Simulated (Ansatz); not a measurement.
Consider the following.

V$_{3}$Au:
Space group Pm-3m (No. 221); a = 3.821 Å, b = 3.821 Å, c = 3.821 Å, α = 90.00°, β = 90.00°, γ = 90.00°

```csv
atom,site,symmetry,x,y,z
V,3c,4/mm.m,0.0000,0.5000,0.5000
Au,1a,m-3m,0.0000,0.0000,0.0000
```

This is the PBEsol-relaxed structure.

Q: All from plane-wave PAW PBEsol (Ansatz code), unless another level is named. Predict the density of states at the Fermi level.

A: 2.0 states/eV per atom (mean over ±0.08 eV).

Q: And the formation energy from the elements (no fitted shifts)?

A: 0.031 eV/atom.

Q: Give the gap with spin–orbit coupling.

A: none (metallic).

The workflow started from an entry of the Crystallography Open Database (COD). Whether it is the stable phase at ambient conditions was not checked. The PBEsol relaxation kept the symmetry of its start; of distortions, only those at the zone centre were tested. The workflow began spin-polarised and lost its moments. The references are the lowest solids computed at this level, not always the standard phases. Scalar-relativistic: spin–orbit coupling is off unless named, which matters more the heavier the elements.

Potentials: the later of the program's two PAW sets.
